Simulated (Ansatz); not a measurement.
Li (hcp (Mg type), P6_3/mmc) under volume change, the program Ansatz at the PBEsol level (PAW), shape and atoms relaxed at each volume.

```json
[
 {"V (Å³/atom)": "18.379", "E − E(relaxed) (meV/atom)": "?", "P (GPa)": "?"},
 {"V (Å³/atom)": "18.985", "E − E(relaxed) (meV/atom)": "3.4", "P (GPa)": "0.94"},
 {"V (Å³/atom)": "19.591", "E − E(relaxed) (meV/atom)": "0.8", "P (GPa)": "0.44"},
 {"V (Å³/atom)": "20.196", "E − E(relaxed) (meV/atom)": "0.0", "P (GPa)": "0.01"},
 {"V (Å³/atom)": "20.802", "E − E(relaxed) (meV/atom)": "0.7", "P (GPa)": "-0.38"},
 {"V (Å³/atom)": "21.408", "E − E(relaxed) (meV/atom)": "2.8", "P (GPa)": "-0.72"},
 {"V (Å³/atom)": "22.014", "E − E(relaxed) (meV/atom)": "?", "P (GPa)": "?"}
]
```

Question: Some entries are withheld; supply them.

Answer: 
- 22.014, E − E(relaxed) (meV/atom): 6.1
- 22.014, P (GPa): -1.01
- 18.379, E − E(relaxed) (meV/atom): 8.1
- 18.379, P (GPa): 1.51

Question: What does a third-order Birch–Murnaghan fit give for V₀, B₀ and B′?

Answer: V₀ = 20.21 Å³/atom, B₀ = 13.7 GPa, B′ = 3.3.

The first step of the workflow began from a Materials Project structure, measured or hypothetical; the Crystallography Open Database files this formula in space group No. 194, but the cells were not matched. It is not the phase usual at ambient conditions (space group No. 229). The cell was relaxed with PBEsol under the symmetry of its start; of distortions, only those at the zone centre were tested.

Potentials: the earlier of the program's two PAW sets.
